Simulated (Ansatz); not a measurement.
input.yaml

```yaml
crystal:
  lattice:
    - [-1.508, 1.508, 2.1072475377]
    - [1.508, -1.508, 2.1072475377]
    - [1.508, 1.508, -2.1072475377]
  atoms:
    - { symbol: Co, position: [0.0, 0.0, 0.0], spin: 2.71 }
    - { symbol: O, position: [0.5, 0.5, 0.0], spin: 0.36 }
basis:
  ecutwfc: 420
kpoints:
  mp_grid: { grid: [10, 10, 10] }
hamiltonian:
  xc: pbesol
scf:
  occupations: { method: gaussian, width: 0.1 }
output:
  forces: true
  stress: true
  eigenvalues: true
  populations: true
magnetization:
  spin_polarized: true
relax:
  adjacent_minimum: "off"
  f_tol: 0.05
  max_steps: 80
  cell: { stress_tol: 0.5 }
```

Run as
```bash
ansatz run input.yaml --threads 1 --pin off --max-ram 2560MiB --backend cpu --events-out ev --progress --plain --runs-dir out
```

Computed with DFT PBEsol, scalar-relativistic, plane waves, PAW in Ansatz.

Abridged output:

```
Pseudopotentials: kind: paw
Pseudopotential: Co, paw, valence charge 17, recommended cutoff 420 eV (normal)
Pseudopotential: O, paw, valence charge 6, recommended cutoff 420 eV (normal)
Functional definition: PBEsol
Crystal: 2 atoms, lattice volume = 19.168 Å³
Basis set: ecut = 420 eV, 339 PW (Γ), exchange–correlation on 48×48×48 points (8 copies of the dense FFT grid, shifted against one another)
Bands: 18, of which v1, the nominal top of the filled ones, is band 12 counted from 1 (11 counted from 0)
Symmetry: 16 space group operations
Space group: I4/mmm (ITA 139), of the structure as read, at distance tolerance 2.7e-5 Å
Magnetic group: BNS 139.531 (UNI 1191), of the structure as read, at distance tolerance 2.7e-5 Å
k-points: 102 of 1000
Initial density: superposition of atomic densities (chi_scale 0.1, normalization cell, long waves kept (reshape's long-wave potential 0.00 eV rms))
Starting moments: Σ|m| = 3.07 μB on 2 of 2 sites
Initial wavefunctions: pseudopotential atomic-orbital guess
Functional: x = pbesol(κ = 0.804, μ = 0.12345679), c = pbesol(β = 0.046)
SCF iter   1: F=—  HF=-5651.289191 eV  |F-HF|=—  |Δ(HF+E_count)|=         —  Δρ=1.18e-1 (↑9.53e-2 ↓1.18e-1) dr2=6.60e0  dr2_m=7.76e-2  M=2.670 μB ∫|m|=2.671 μB  β_m=0.30  ethr=3.10e-3  ⟨swp⟩=5.3  Hψ=15290  notcnv=0
Mixer restart at iter 1: flushing history
SCF iter   2: F=—  HF=-5651.198575 eV  |F-HF|=—  |Δ(HF+E_count)|=   9.06e-2  Δρ=5.35e-2 (↑3.92e-2 ↓5.35e-2) dr2=1.44e0  dr2_m=3.58e-2  M=2.709 μB ∫|m|=2.712 μB  β_m=0.40  ethr=3.10e-3  ⟨swp⟩=3.4  Hψ=8616  notcnv=0  defer=237
SCF iter   3: F=—  HF=-5651.613974 eV  |F-HF|=—  |Δ(HF+E_count)|=   4.15e-1  Δρ=2.45e-2 (↑1.72e-2 ↓2.45e-2) dr2=8.09e-2  dr2_m=2.00e-2  M=2.775 μB ∫|m|=2.782 μB  β_m=0.52  ethr=3.10e-3  ⟨swp⟩=2.5  Hψ=6681  notcnv=0  defer=237
SCF iter   4: F=—  HF=-5652.075616 eV  |F-HF|=—  |Δ(HF+E_count)|=         —  Δρ=2.94e-2 (↑1.01e-2 ↓2.94e-2) dr2=7.63e-2  dr2_m=4.86e-2  M=2.896 μB ∫|m|=2.906 μB  β_m=0.52  ethr=3.52e-4  ⟨swp⟩=2.0  Hψ=7915  notcnv=0  defer=240
Mixer restart at iter 4: flushing history
SCF iter   5: F=—  HF=-5652.216703 eV  |F-HF|=—  |Δ(HF+E_count)|=   1.41e-1  Δρ=1.37e-2 (↑1.37e-2 ↓6.36e-3) dr2=2.25e-2  dr2_m=1.08e-2  M=2.879 μB ∫|m|=2.891 μB  β_m=0.54  ethr=3.32e-4  ⟨swp⟩=2.7  Hψ=6854  notcnv=0  defer=240
SCF iter   6: F=—  HF=-5652.241728 eV  |F-HF|=—  |Δ(HF+E_count)|=   2.50e-2  Δρ=1.90e-2 (↑5.28e-3 ↓1.90e-2) dr2=4.34e-2  dr2_m=1.90e-2  M=2.941 μB ∫|m|=2.955 μB  β_m=0.28  ethr=9.77e-5  ⟨swp⟩=2.0  Hψ=8727  notcnv=0  defer=243
SCF iter   7: F=—  HF=-5652.260455 eV  |F-HF|=—  |Δ(HF+E_count)|=   1.87e-2  Δρ=4.40e-3 (↑4.40e-3 ↓3.88e-3) dr2=4.52e-4  dr2_m=2.76e-3  M=2.932 μB ∫|m|=2.947 μB  β_m=0.56  ethr=9.77e-5  ⟨swp⟩=2.1  Hψ=6325  notcnv=0  defer=242
SCF iter   8: F=—  HF=-5652.262923 eV  |F-HF|=—  |Δ(HF+E_count)|=   2.47e-3  Δρ=1.00e-3 (↑1.00e-3 ↓3.49e-4) dr2=8.93e-5  dr2_m=5.39e-5  M=2.944 μB ∫|m|=2.960 μB  β_m=0.55  ethr=1.97e-6  ⟨swp⟩=2.1  Hψ=7465  notcnv=0  defer=242
SCF iter   9: F=—  HF=-5652.262887 eV  |F-HF|=—  |Δ(HF+E_count)|=   3.60e-5  Δρ=2.46e-4 (↑1.26e-4 ↓2.46e-4) dr2=1.64e-5  dr2_m=1.49e-6  M=2.944 μB ∫|m|=2.961 μB  β_m=0.67  ethr=3.88e-7  ⟨swp⟩=2.0  Hψ=5242  notcnv=0  defer=242
SCF iter  10: F=—  HF=-5652.262893 eV  |F-HF|=—  |Δ(HF+E_count)|=   5.82e-6  Δρ=1.02e-4 (↑5.28e-5 ↓1.02e-4) dr2=3.42e-7  dr2_m=8.70e-7  M=2.944 μB ∫|m|=2.961 μB  β_m=0.84  ethr=7.15e-8  ⟨swp⟩=2.4  Hψ=5358  notcnv=0  defer=242
SCF iter  11: F=—  HF=-5652.262894 eV  |F-HF|=—  |Δ(HF+E_count)|=   3.53e-7  Δρ=4.95e-5 (↑1.70e-5 ↓4.95e-5) dr2=1.69e-7  dr2_m=1.40e-7  M=2.945 μB ∫|m|=2.961 μB  β_m=0.92  ethr=1.49e-9  ⟨swp⟩=2.3  Hψ=5856  notcnv=0  defer=242
SCF iter  12: F=—  HF=-5652.262894 eV  |F-HF|=—  |Δ(HF+E_count)|=   1.29e-7  Δρ=9.37e-6 (↑1.22e-6 ↓9.37e-6) dr2=4.73e-9  dr2_m=3.91e-9  M=2.945 μB ∫|m|=2.961 μB  β_m=0.96  ethr=7.36e-10  ⟨swp⟩=2.4  Hψ=6223  notcnv=0  defer=242
SCF iter  13: F=-5652.262894 eV  HF=-5652.262894 eV  |F-HF|=3.92e-10  |Δ(HF+E_count)|=   3.83e-9  Δρ=4.03e-6 (↑5.10e-7 ↓4.03e-6) dr2=9.02e-10  dr2_m=6.51e-10  M=2.945 μB ∫|m|=2.961 μB  ethr=2.06e-11  ⟨swp⟩=6.1  Hψ=14637  notcnv=0
SCF 1 converged in 13 iterations: F = -5652.262894 eV  dr2 = 9.02e-10
relax step   1: F+E_penalty+E_count = -5652.26289366 eV  Δ(F+E_penalty+E_count) = +0.000e0 eV  max|allowed force component| = 9.766e-29 eV/Å  Δτ_max = 0.0000 Å  P = -9.240 GPa  Ω = 19.168 Å³  (13 SCF iters, dr2 threshold 1.00e-7 eV, accepted)
Crystal: 2 atoms, lattice volume = 18.663 Å³
Initial density: handed on by an earlier stage of this run
Starting moments: Σ|m| = 3.07 μB on 2 of 2 sites; this step starts from the density that it was given
Initial wavefunctions: those handed on with the density
SCF iter   1: F=—  HF=-5652.282588 eV  |F-HF|=—  |Δ(HF+E_count)|=         —  Δρ=1.94e-3 (↑1.88e-3 ↓1.94e-3) dr2=3.25e-4  dr2_m=3.70e-4  M=2.919 μB ∫|m|=2.934 μB  β_m=0.65  ethr=1.47e-6  ⟨swp⟩=2.2  Hψ=20893  notcnv=0
SCF iter   2: F=—  HF=-5652.285339 eV  |F-HF|=—  |Δ(HF+E_count)|=   2.75e-3  Δρ=2.23e-3 (↑6.26e-4 ↓2.23e-3) dr2=7.26e-4  dr2_m=2.02e-4  M=2.912 μB ∫|m|=2.927 μB  β_m=0.46  ethr=1.41e-6  ⟨swp⟩=2.0  Hψ=6063  notcnv=0
SCF iter   3: F=—  HF=-5652.285975 eV  |F-HF|=—  |Δ(HF+E_count)|=   6.35e-4  Δρ=1.14e-3 (↑1.10e-3 ↓1.14e-3) dr2=3.90e-5  dr2_m=1.95e-4  M=2.910 μB ∫|m|=2.926 μB  β_m=0.73  ethr=1.41e-6  ⟨swp⟩=2.0  Hψ=6070  notcnv=0
SCF iter   4: F=—  HF=-5652.286914 eV  |F-HF|=—  |Δ(HF+E_count)|=   9.40e-4  Δρ=1.43e-3 (↑5.80e-4 ↓1.43e-3) dr2=1.34e-4  dr2_m=1.65e-4  M=2.905 μB ∫|m|=2.920 μB  β_m=0.12  ethr=1.70e-7  ⟨swp⟩=2.4  Hψ=5922  notcnv=0
SCF iter   5: F=—  HF=-5652.286866 eV  |F-HF|=—  |Δ(HF+E_count)|=   4.85e-5  Δρ=7.32e-4 (↑7.32e-4 ↓7.02e-4) dr2=1.41e-5  dr2_m=7.85e-5  M=2.904 μB ∫|m|=2.920 μB  β_m=0.46  ethr=1.70e-7  ⟨swp⟩=2.5  Hψ=6262  notcnv=0
SCF iter   6: F=—  HF=-5652.287414 eV  |F-HF|=—  |Δ(HF+E_count)|=   5.48e-4  Δρ=9.16e-5 (↑9.16e-5 ↓7.10e-5) dr2=2.79e-6  dr2_m=2.94e-7  M=2.893 μB ∫|m|=2.909 μB  β_m=0.66  ethr=6.15e-8  ⟨swp⟩=2.3  Hψ=6238  notcnv=0
SCF iter   7: F=—  HF=-5652.287433 eV  |F-HF|=—  |Δ(HF+E_count)|=   1.89e-5  Δρ=4.04e-5 (↑4.04e-5 ↓3.16e-5) dr2=5.96e-7  dr2_m=3.87e-8  M=2.894 μB ∫|m|=2.910 μB  β_m=0.70  ethr=1.21e-8  ⟨swp⟩=2.3  Hψ=5188  notcnv=0
SCF iter   8: F=—  HF=-5652.287435 eV  |F-HF|=—  |Δ(HF+E_count)|=   2.00e-6  Δρ=1.28e-5 (↑5.51e-6 ↓1.28e-5) dr2=9.80e-9  dr2_m=1.29e-8  M=2.895 μB ∫|m|=2.910 μB  β_m=0.85  ethr=2.59e-9  ⟨swp⟩=2.0  Hψ=5861  notcnv=0
SCF iter   9: F=-5652.287435 eV  HF=-5652.287435 eV  |F-HF|=7.26e-9  |Δ(HF+E_count)|=   7.83e-8  Δρ=1.03e-5 (↑2.20e-6 ↓1.03e-5) dr2=1.01e-8  dr2_m=6.28e-9  M=2.895 μB ∫|m|=2.910 μB  ethr=4.26e-11  ⟨swp⟩=1.4  Hψ=10990  notcnv=0
SCF 2 converged in 9 iterations: F = -5652.287435 eV  dr2 = 1.01e-8
relax step   2: F+E_penalty+E_count = -5652.28743503 eV  Δ(F+E_penalty+E_count) = -2.454e-2 eV  max|allowed force component| = 1.504e-29 eV/Å  Δτ_max = 0.0000 Å  P = -4.651 GPa  Ω = 18.663 Å³  energy of the carried Pulay correction = +2.470e-3 eV  (9 SCF iters, dr2 threshold 2.00e-7 eV, accepted)
Crystal: 2 atoms, lattice volume = 18.175 Å³
SCF iter   1: F=—  HF=-5652.294317 eV  |F-HF|=—  |Δ(HF+E_count)|=         —  Δρ=5.49e-3 (↑4.55e-3 ↓5.49e-3) dr2=1.10e-3  dr2_m=3.92e-3  M=2.834 μB ∫|m|=2.847 μB  β_m=0.30  ethr=1.63e-6  ⟨swp⟩=2.0  Hψ=20709  notcnv=0
SCF iter   2: F=—  HF=-5652.295389 eV  |F-HF|=—  |Δ(HF+E_count)|=   1.07e-3  Δρ=3.42e-3 (↑3.42e-3 ↓3.33e-3) dr2=1.85e-4  dr2_m=1.78e-3  M=2.836 μB ∫|m|=2.850 μB  β_m=0.54  ethr=1.18e-6  ⟨swp⟩=2.3  Hψ=5371  notcnv=0
SCF iter   3: F=—  HF=-5652.296836 eV  |F-HF|=—  |Δ(HF+E_count)|=   1.45e-3  Δρ=3.34e-3 (↑1.07e-3 ↓3.34e-3) dr2=1.12e-3  dr2_m=6.42e-4  M=2.824 μB ∫|m|=2.838 μB  β_m=0.47  ethr=2.00e-7  ⟨swp⟩=2.0  Hψ=6090  notcnv=0
SCF iter   4: F=—  HF=-5652.296813 eV  |F-HF|=—  |Δ(HF+E_count)|=   2.30e-5  Δρ=3.08e-4 (↑3.08e-4 ↓2.69e-4) dr2=8.61e-6  dr2_m=9.39e-6  M=2.827 μB ∫|m|=2.842 μB  β_m=0.51  ethr=2.00e-7  ⟨swp⟩=2.1  Hψ=6154  notcnv=0
SCF iter   5: F=—  HF=-5652.296807 eV  |F-HF|=—  |Δ(HF+E_count)|=   6.06e-6  Δρ=1.42e-4 (↑8.79e-5 ↓1.42e-4) dr2=1.27e-6  dr2_m=1.32e-6  M=2.827 μB ∫|m|=2.841 μB  β_m=0.64  ethr=9.31e-9  ⟨swp⟩=2.0  Hψ=6017  notcnv=0
SCF iter   6: F=—  HF=-5652.296809 eV  |F-HF|=—  |Δ(HF+E_count)|=   2.15e-6  Δρ=4.59e-5 (↑2.35e-5 ↓4.59e-5) dr2=8.26e-8  dr2_m=1.52e-7  M=2.827 μB ∫|m|=2.841 μB  β_m=0.64  ethr=1.37e-9  ⟨swp⟩=2.0  Hψ=5658  notcnv=0
SCF iter   7: F=-5652.296809 eV  HF=-5652.296809 eV  |F-HF|=3.32e-8  |Δ(HF+E_count)|=   2.52e-7  Δρ=3.84e-5 (↑1.75e-5 ↓3.84e-5) dr2=9.27e-8  dr2_m=8.38e-8  M=2.827 μB ∫|m|=2.841 μB  β_m=0.82  ethr=8.93e-11  ⟨swp⟩=1.5  Hψ=10722  notcnv=0
SCF iter   8: F=-5652.296809 eV  HF=-5652.296809 eV  |F-HF|=5.16e-10  |Δ(HF+E_count)|=   6.86e-9  Δρ=1.01e-5 (↑5.44e-7 ↓1.01e-5) dr2=4.01e-9  dr2_m=4.24e-9  M=2.827 μB ∫|m|=2.841 μB  ethr=8.93e-11  ⟨swp⟩=1.2  Hψ=10647  notcnv=0
SCF 3 converged in 8 iterations: F = -5652.296809 eV  dr2 = 4.01e-9
relax step   3: F+E_penalty+E_count = -5652.29680915 eV  Δ(F+E_penalty+E_count) = -9.374e-3 eV  max|allowed force component| = 4.733e-30 eV/Å  Δτ_max = 0.0000 Å  P = +0.242 GPa  Ω = 18.175 Å³  energy of the carried Pulay correction = +4.920e-3 eV  (8 SCF iters, dr2 threshold 2.00e-7 eV, accepted)
Crystal: 2 atoms, lattice volume = 18.195 Å³
SCF iter   1: F=—  HF=-5652.296745 eV  |F-HF|=—  |Δ(HF+E_count)|=         —  Δρ=1.87e-4 (↑1.87e-4 ↓1.66e-4) dr2=1.29e-6  dr2_m=3.85e-6  M=2.829 μB ∫|m|=2.843 μB  β_m=0.65  ethr=5.48e-9  ⟨swp⟩=3.2  Hψ=22284  notcnv=0
SCF iter   2: F=—  HF=-5652.296751 eV  |F-HF|=—  |Δ(HF+E_count)|=   6.36e-6  Δρ=1.77e-4 (↑6.79e-5 ↓1.77e-4) dr2=2.15e-6  dr2_m=2.06e-6  M=2.829 μB ∫|m|=2.844 μB  β_m=0.65  ethr=5.48e-9  ⟨swp⟩=2.0  Hψ=6051  notcnv=0
SCF iter   3: F=—  HF=-5652.296755 eV  |F-HF|=—  |Δ(HF+E_count)|=   3.90e-6  Δρ=1.30e-4 (↑1.30e-4 ↓7.99e-5) dr2=5.00e-7  dr2_m=1.56e-6  M=2.830 μB ∫|m|=2.844 μB  β_m=0.53  ethr=5.48e-9  ⟨swp⟩=2.0  Hψ=6133  notcnv=0
SCF iter   4: F=—  HF=-5652.296757 eV  |F-HF|=—  |Δ(HF+E_count)|=   1.50e-6  Δρ=7.61e-5 (↑4.44e-5 ↓7.61e-5) dr2=2.39e-7  dr2_m=5.70e-7  M=2.831 μB ∫|m|=2.845 μB  β_m=0.86  ethr=2.17e-9  ⟨swp⟩=2.0  Hψ=5877  notcnv=0
SCF iter   5: F=—  HF=-5652.296757 eV  |F-HF|=—  |Δ(HF+E_count)|=   3.31e-7  Δρ=2.95e-5 (↑2.86e-5 ↓2.95e-5) dr2=2.34e-7  dr2_m=5.64e-8  M=2.831 μB ∫|m|=2.845 μB  β_m=0.70  ethr=1.04e-9  ⟨swp⟩=2.1  Hψ=5845  notcnv=0
SCF iter   6: F=—  HF=-5652.296757 eV  |F-HF|=—  |Δ(HF+E_count)|=   2.13e-8  Δρ=8.57e-6 (↑2.83e-6 ↓8.57e-6) dr2=9.80e-9  dr2_m=2.29e-9  M=2.831 μB ∫|m|=2.845 μB  β_m=0.80  ethr=1.02e-9  ⟨swp⟩=2.0  Hψ=4984  notcnv=0
SCF iter   7: F=-5652.296757 eV  HF=-5652.296757 eV  |F-HF|=5.18e-11  |Δ(HF+E_count)|=   1.36e-8  Δρ=8.13e-7 (↑7.11e-7 ↓8.13e-7) dr2=6.89e-11  dr2_m=6.61e-11  M=2.831 μB ∫|m|=2.845 μB  ethr=4.26e-11  ⟨swp⟩=1.1  Hψ=10691  notcnv=0
SCF 4 converged in 7 iterations: F = -5652.296757 eV  dr2 = 6.89e-11
relax step   4: F+E_penalty+E_count = -5652.29675703 eV  Δ(F+E_penalty+E_count) = +5.212e-5 eV  max|allowed force component| = 1.262e-29 eV/Å  Δτ_max = 0.0000 Å  P = +0.030 GPa  Ω = 18.195 Å³  energy of the carried Pulay correction = +4.817e-3 eV  (7 SCF iters, dr2 threshold 2.00e-7 eV, accepted)
Basis set: ecut = 420 eV, 339 PW (Γ), exchange–correlation on 40×40×40 points (8 copies of the dense FFT grid, shifted against one another)
Initial wavefunctions: pseudopotential atomic-orbital guess (no wavefunctions were taken with the density)
SCF iter   1: F=—  HF=-5652.293063 eV  |F-HF|=—  |Δ(HF+E_count)|=         —  Δρ=3.72e-4 (↑3.37e-4 ↓3.72e-4) dr2=2.30e-5  dr2_m=5.32e-6  M=2.829 μB ∫|m|=2.843 μB  β_m=0.65  ethr=9.48e-8  ⟨swp⟩=3.0  Hψ=25807  notcnv=0
SCF iter   2: F=—  HF=-5652.293048 eV  |F-HF|=—  |Δ(HF+E_count)|=   1.55e-5  Δρ=2.25e-4 (↑2.25e-4 ↓2.17e-4) dr2=2.38e-5  dr2_m=8.27e-7  M=2.831 μB ∫|m|=2.845 μB  β_m=0.36  ethr=9.48e-8  ⟨swp⟩=2.0  Hψ=5197  notcnv=0
SCF iter   3: F=—  HF=-5652.293053 eV  |F-HF|=—  |Δ(HF+E_count)|=   4.75e-6  Δρ=9.01e-5 (↑9.01e-5 ↓8.85e-5) dr2=1.34e-6  dr2_m=3.75e-8  M=2.830 μB ∫|m|=2.845 μB  β_m=0.61  ethr=9.48e-8  ⟨swp⟩=2.3  Hψ=4863  notcnv=0
SCF iter   4: F=—  HF=-5652.293061 eV  |F-HF|=—  |Δ(HF+E_count)|=   8.52e-6  Δρ=6.49e-5 (↑3.33e-5 ↓6.49e-5) dr2=1.03e-6  dr2_m=1.08e-7  M=2.831 μB ∫|m|=2.845 μB  β_m=0.56  ethr=5.83e-9  ⟨swp⟩=2.0  Hψ=5247  notcnv=0
SCF iter   5: F=—  HF=-5652.293062 eV  |F-HF|=—  |Δ(HF+E_count)|=   7.03e-7  Δρ=3.08e-5 (↑3.08e-5 ↓2.24e-5) dr2=6.38e-8  dr2_m=1.04e-7  M=2.831 μB ∫|m|=2.845 μB  β_m=0.78  ethr=4.49e-9  ⟨swp⟩=2.3  Hψ=5203  notcnv=0
SCF iter   6: F=—  HF=-5652.293062 eV  |F-HF|=—  |Δ(HF+E_count)|=   1.63e-7  Δρ=2.48e-6 (↑1.61e-6 ↓2.48e-6) dr2=2.50e-9  dr2_m=1.84e-10  M=2.831 μB ∫|m|=2.845 μB  β_m=0.89  ethr=2.77e-10  ⟨swp⟩=2.0  Hψ=5173  notcnv=0
SCF iter   7: F=—  HF=-5652.293062 eV  |F-HF|=—  |Δ(HF+E_count)|=   2.17e-9  Δρ=4.88e-7 (↑4.58e-7 ↓4.88e-7) dr2=2.47e-11  dr2_m=2.39e-11  M=2.831 μB ∫|m|=2.845 μB  β_m=0.94  ethr=1.09e-11  ⟨swp⟩=2.0  Hψ=4983  notcnv=0
SCF iter   8: F=-5652.293062 eV  HF=-5652.293062 eV  |F-HF|=2.64e-11  |Δ(HF+E_count)|=  7.82e-11  Δρ=5.14e-7 (↑1.57e-7 ↓5.14e-7) dr2=2.91e-11  dr2_m=1.53e-11  M=2.831 μB ∫|m|=2.845 μB  ethr=1.00e-12  ⟨swp⟩=1.2  Hψ=8248  notcnv=0
SCF 5 converged in 8 iterations: F = -5652.293062 eV  dr2 = 2.91e-11
SCF converged after 8 iterations
Magnetization: 2.8308 μB (12.9154 up, 10.0846 down)
Absolute magnetization: 2.8452 μB (∫|ρ↑−ρ↓|, with the PAW one-centre terms)
Spin contamination: 0.0091 ħ² per cell (⟨S²⟩ above its minimum at these occupations)
Per-site moments (μB) at R_I (Å): [(2.39330446, 0.85690341), (0.31151248, 0.85690341)]
Free energy (F): -5652.293062 eV
Harris-Foulkes:  -5652.293062 eV  (|F-HF|=2.64e-11)
Internal energy: -5652.274117 eV  (E = F + TS)
E sigma→0 (E₀):  -5652.283590 eV
Entropy (-TS):   -0.018945 eV (-9.472 meV/atom)
Fermi energy:    15.040574 eV
--- Per-component energies (eV) ---
  E_band       = -282.184318
  E_kinetic    = 619.166272
  E_local      = -3341.675112  (includes V_loc(G=0)·N_el)
  E_nonlocal   = 516.044431
  E_hartree    = 1372.401412
  E_xc         = -226.946714
  E_vxc        = -293.219546  (∫ρ·V_xc dr)
  E_paw        = -1638.610365  (= ΣΔE_a)
  E_vpaw       = -527.305901  (= ΣTr[D̂ρ^β])
  E_aug_tail   = 0.002412  (compensation charges beyond the density's cutoff)
  E_ewald      = -2952.880161
  E_core_change = 0.223707  (= ΣΔE_core)
  E_smearing   = -0.018945  (= −TS)
--- Forces (eV/Å), atoms counted from 1 ---
  atom   1  Co     0.00000000     0.00000000     0.00000000
  atom   2  O      0.00000000     0.00000000     0.00000000
--- Stress (GPa, compression-positive) ---
       -0.451096       0.000000       0.000000
        0.000000      -0.451096       0.000000
        0.000000       0.000000       0.025851
  P = ⅓ Tr σ = -0.2921 GPa (-2.921 kbar)
--- Band table (eV; the first three rows and the last of 204) ---
  k-point 0 ↑: bands = ["-81.5404", "-44.9623", "-44.9309", "-44.9309", "-5.8329", "11.4700", "11.4920", "11.4920", "11.7190", "11.7229", "11.7919", "11.7919", "11.8512", "16.1219", "31.6477", "33.2896", "33.2896", "33.3088"]
  k-point 1 ↑: bands = ["-81.5398", "-44.9641", "-44.9354", "-44.9326", "-5.6802", "9.8319", "10.9347", "10.9710", "11.6924", "11.7593", "12.3617", "12.4065", "12.7984", "17.0703", "30.0374", "32.3613", "32.4140", "33.7004"]
  k-point 2 ↑: bands = ["-81.5381", "-44.9690", "-44.9471", "-44.9372", "-5.2895", "8.3103", "10.4519", "10.4915", "11.4361", "11.8579", "12.8879", "12.9275", "13.2605", "19.0579", "28.4825", "29.5430", "31.2734", "31.3746"]
  k-point 101 ↓: bands = ["-78.6017", "-42.1389", "-42.0887", "-42.0887", "-3.8078", "7.9606", "10.6948", "10.6948", "12.4733", "15.2040", "15.2040", "15.3629", "15.9372", "21.8789", "25.4955", "27.4152", "31.7317", "31.7317"]
--- Relaxed structure (4 steps of the walk, 4 accepted, 1 SCFs on fresh bases) ---
  F+E_penalty+E_count = -5652.29306201 eV   max|allowed force component| = 1.735e-29 eV/Å   (the final SCF, on the basis selected at the relaxed cell)
  cell:  # Å, volume = 18.1952 Å³
    - [-1.47976973, 1.47976973, 2.07734160]
    - [1.47976973, -1.47976973, 2.07734160]
    - [1.47976973, 1.47976973, -2.07734160]
  atoms:
    - { symbol: Co, position: [0.0, 0.0, 0.0] }
    - { symbol: O, position: [0.49999999, 0.49999999, 0.0] }
--- Löwdin populations: 2 sites ---
  site symbol q [e]    m [muB]
     0     Co     15.9410     2.4363
     1      O      6.9326     0.4003
  spilling = 0.005497 (of n_electrons = 23.000000)
```

The relaxation met its thresholds.

The run took 22 s on 1 thread of Arm Neoverse V2, on a shared host, peak memory 0.36 GiB.

The k mesh is coarse. The cell holds one magnetic atom, so it can only be ferromagnetic; an antiferromagnetic order may lie lower.